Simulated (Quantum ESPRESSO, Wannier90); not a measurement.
## Wannier functions of Si (P6₃/mmc, model phase)

```
Si
1.0
    3.83132     0.00000     0.00000
   -1.91566     3.31802     0.00000
    0.00000     0.00000     6.33262
Si
4
Direct
  0.33333   0.66667   0.06301
  0.66667   0.33333   0.93699
  0.66667   0.33333   0.56301
  0.33333   0.66667   0.43699
```

Cell from Materials Project (mp-165), symmetrised, no further relaxation. This isn't the element's usual structure (diamond); take it as a model of another phase. Level: PBEsol, no spin polarisation, no spin-orbit coupling; pw.x of Quantum ESPRESSO at 29 Ry with PseudoDojo potentials, 12×12×6 k-points, Wannier90. Density: 12×12×6 mesh, Gaussian smearing 0.01 Ry.

Base run: 16 functions from bands 1-26 of the 26 computed, start hydrogen-like Si: s;p, centres 0.05 Å off the atoms, frozen window up to 1.81 eV relative to the valence-band maximum, outer window open. One setting was then changed (edges relative to the valence-band maximum; misfit to pw.x on a path, for states up to 1.3 eV relative to the valence-band maximum).

```tsv
run	Ω_I (Å²)	rms misfit (meV)	worst (meV)
base	29.10	5.4	84
changed	23.85	343	1451
```

Q: Which change was made?
A) only the lowest 23 of the kept bands
B) no frozen window
C) frozen window to -1.19 eV
D) frozen window to -0.19 eV

A: B, no frozen window. The others give:

```json
[
 {"run": "frozen window to -1.19 eV", "Ω_I (Å²)": "25.24", "rms misfit (meV)": "193", "worst (meV)": "1269"},
 {"run": "frozen window to -0.19 eV", "Ω_I (Å²)": "25.29", "rms misfit (meV)": "195", "worst (meV)": "1282"},
 {"run": "only the lowest 23 of the kept bands", "Ω_I (Å²)": "34.09", "rms misfit (meV)": "4.3", "worst (meV)": "75"}
]
```
